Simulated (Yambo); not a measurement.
Yambo run on BP (zinc blende, space group F-43m, No. 216). The wavefunctions are PBEsol (Quantum ESPRESSO, PseudoDojo norm-conserving, 76 Ry, without SOC) ones on a 6×6×6 mesh (4 occupied bands); a = 3.1966 Å, b = 3.1966 Å, c = 3.1966 Å, α = 60.00°, β = 60.00°, γ = 60.00°.

Yambo input:

```
rim_cut
HF_and_locXC
RandQpts= 1000
RandGvec= 1 Ry
EXXRLvcs= 76 Ry
VXCRLvcs= 304 Ry
% QPkrange
 1 | 1 | 4 | 5 |
 13 | 13 | 5 | 5 |
%
```

k points by index: 1 = Γ, 13 = X.

Resulting energies as the program prints them:

```
#    K-point    Band    Eo [eV]    Ehf [eV]    Vxc [eV]    Vnlxc [eV]
#
    1    4    0.000000    -1.264140    -13.22170    -14.48584
    1    5    3.377276    8.275733    -12.03446    -7.136002
    13    5    1.212635    5.733273    -10.96193    -6.441295
```
Exchange alone, without screening.

Geometry relaxed with PBEsol.
